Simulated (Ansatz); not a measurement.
BeS:
```yaml
crystal:
  lattice:
    - [5.92134, 0.00000, 0.00000]
    - [0.00000, 3.48500, 0.00000]
    - [0.00000, 0.00000, 5.96919]
  atoms:
    - { symbol: Be, position: [0.14524, 0.25000, 0.90521] }
    - { symbol: Be, position: [0.35476, 0.75000, 0.40521] }
    - { symbol: Be, position: [0.85476, 0.75000, 0.09479] }
    - { symbol: Be, position: [0.64524, 0.25000, 0.59479] }
    - { symbol: S, position: [0.78255, 0.25000, 0.91499] }
    - { symbol: S, position: [0.71745, 0.75000, 0.41499] }
    - { symbol: S, position: [0.21745, 0.75000, 0.08501] }
    - { symbol: S, position: [0.28255, 0.25000, 0.58501] }
```

Relaxed with r²SCAN+D4.

Question: Give the Bader charges and basin volumes of the independent atoms, r²SCAN+D4 (plane waves, PAW; program Ansatz).

Answer: 

```csv
atom,Bader charge (e),Bader volume (Å³)
Be1,+1.68,2.0
S5,-1.68,28.8
```

Space group Pnma. The start of the workflow was typed in or built on a structure type; neither database checked (COD, Materials Project) lists it. COD files the formula under space group No. 216. Whether it is the stable phase at ambient conditions was not checked. The r²SCAN+D4 relaxation kept the symmetry of its start; its stability against distortions is not shown here. The volume moved by 24 % from the start of the relaxation.

Potentials: the earlier of the program's two PAW sets.
